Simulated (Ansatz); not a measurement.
Ca₃PbO (anti-perovskite, Pm-3m), PBE in the plane-wave PAW code Ansatz, all energies at zero smearing, with the estimated change up to a 700 eV cutoff added, with one set of potentials and settings (totals compare only within such a set). Cell of 5 atoms (1 O, 1 Pb, 3 Ca): -17929.742 eV.

```json
[
 {"element": "O", "reference phase": "C2/m, 4 atoms in the cell, spin-polarised", "E (eV/atom)": "-565.0000"},
 {"element": "Pb", "reference phase": "Fm-3m, 1 atoms in the cell", "E (eV/atom)": "-11906.4191"},
 {"element": "Ca", "reference phase": "Fm-3m, 1 atoms in the cell", "E (eV/atom)": "-1816.8597"}
]
```

Formation energy per atom, worked out: (-17929.742 − 1×(-565.0000) − 1×(-11906.4191) − 3×(-1816.8597))/5 = -1.549 eV/atom (-149 kJ per mol of atoms), at 0 K, without zero-point energy or fitted corrections.

The workflow started from an entry of the Crystallography Open Database (COD). Whether it is the stable phase at ambient conditions was not checked. The cell was relaxed with PBE under the symmetry of its start; whether a distortion lowers the energy is not shown. The references are the lowest solids computed at this level, not always the standard phases (solids in place of the gases). Spin–orbit coupling is left out wherever it is not named.

Potentials: the later of the program's two PAW sets.
